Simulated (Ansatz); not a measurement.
A geometry of WSe2 away from equilibrium: step 3 of the relaxation of a relaxed WSe2 cell with every coordinate shifted by Gaussian noise of σ = 0.2 Å. Computed with r2SCAN (plane waves to 500 eV, PAW, scalar-relativistic; Ansatz, a program for electronic structure). Γ-centred k-mesh 8×8×2 on the run's cell (coarser than for final values), Fermi–Dirac smearing 0.05 eV.

```yaml
crystal:
  lattice:
    - [3.31008, 0.01914, 0.05627]
    - [-1.63846, 2.85067, -0.03533]
    - [0.23266, -0.03436, 13.72499]
  atoms:
    - { symbol: W, position: [0.36011, 0.62176, 0.23999] }
    - { symbol: W, position: [0.68297, 0.35522, 0.75364] }
    - { symbol: Se, position: [0.34499, 0.66469, 0.63262] }
    - { symbol: Se, position: [0.73270, 0.29175, 0.12016] }
    - { symbol: Se, position: [0.69980, 0.52200, 0.38376] }
    - { symbol: Se, position: [0.36088, 0.70186, 0.87501] }
```

Task: Which atoms carry the largest force, and which way does it point?

Result: 2.23 eV/Å, on Se5 (atoms numbered as listed); on Se5 its components are (1.45, -1.44, -0.88).

Task: What is the pressure?

Result: -0.7 GPa, compression positive.

Task: How much energy per atom can still be gained by relaxing?

Result: 0.27 eV/atom; the path ends in P6₃/mmc (No. 194) (AFLOW prototype AB2_hP6_194_c_f (C7, as in MoS2)).

No spin polarisation in the result. No dispersion correction is included, so spacings between layers, chains or molecules are soft and tend to come out too large.
